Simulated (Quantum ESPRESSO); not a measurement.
# Computed records: Al3ZnN3O (made-up cell)

All values are calculated (Quantum ESPRESSO 7.5). Calculation on a made-up crystal cell, not a measurement: periodic Kohn-Sham density functional theory in plane waves with PseudoDojo standard norm-conserving scalar-relativistic pseudopotentials, each functional with its own files (v0.5 for PBE, v0.4.1 for LDA and PBEsol), no spin polarisation, no spin-orbit coupling, atoms not relaxed, stress positive in tension, energies less a fixed whole-eV offset for each atom's element; levels are Kohn-Sham levels at fractions of this cell's reciprocal vectors, counted from the reference band (half the neutral cell's valence electrons, rounded up) at Gamma; error bars cover cutoff and k-mesh only, not smearing or the files; added strain carries the atoms with the cell, and shear is the tensor component; each bar is the largest change over components, and at least 0.002 eV, 0.002 eV per angstrom or 0.02 GPa; energies are for the whole cell, and the offsets were chosen from early runs and are not element reference energies.

```xyz
8
Lattice="3.1757 -0.0232 -0.0316 -0.0401 5.3987 -0.0638 -0.0517 -0.0602 5.1540" Properties=species:S:1:pos:R:3 formula=Al3ZnN3O lattice_type=wurtzite functional=pbe cutoff=1143 fermi_dirac_smearing=0.025 scf_tolerance=1e-07 electrons_removed=0 k_mesh=6_x_4_x_4,shifted_by_half_a_step
Al     0.0709     0.0147    -0.0173
Al     1.6271     2.6952     0.0158
Al     1.5191     0.8479     2.5450
Zn     0.0024     3.5545     2.5305
O     -0.0619    -0.0197     1.9282
N      1.5058     2.6991     1.8899
N      1.5569     0.7723     4.5404
N     -0.0680     3.5524     4.4707
```

Units: cutoff, fermi_dirac_smearing, scf_tolerance in eV.

Atoms:
```
atoms element  atom site  atom energy offset (eV)
           Al          1                      -64
           Al          2                      -64
           Al          3                      -64
           Zn          4                    -5687
            O          5                     -452
            N          6                     -283
            N          7                     -283
            N          8                     -283
```

Questions
1. Give the missing stress yz for Al3ZnN3O (made-up cell).
2. Give the missing pressure for Al3ZnN3O (made-up cell).

Calculated values
1. -2.047 GPa
2. -0.1704 GPa

Further results for Al3ZnN3O (made-up cell):

- free energy less offsets: -2.204 eV
- smearing term minus ts: 0 eV
- scf iterations: 13
- stress xx: -2.099 GPa
- stress yy: 0.3404 GPa
- stress zz: 2.27 GPa
- stress xz: 0.5271 GPa
- stress xy: -0.5078 GPa
- reference band: 25
- error bar energy: 0.002 eV
- error bar stress: 0.02015 GPa
- error bar force: 0.002 eV/Å
- error bar next band up: 0.002 eV
- error bars from: tighter rerun of this cell

Forces:
```
site  x (eV/Å)  y (eV/Å)  z (eV/Å)
   1    -1.084    -1.584    -0.565
   2   -0.5904    0.9491   -0.8905
   3    0.2482     1.841    0.5102
   4    -1.019    -1.199     1.009
   5   0.09284     2.529   -0.6355
   6     1.202    -3.232    -1.042
   7    0.6756    0.6457   -0.8128
   8    0.4737    0.0502     2.427
```

Levels:
```
level k point  next band up (eV)
        Gamma             0.6871
(1/2,1/2,1/2)              2.576
   (0.15,0,0)              1.588
   (0,0.15,0)              1.102
   (0,0,0.15)              1.179
```
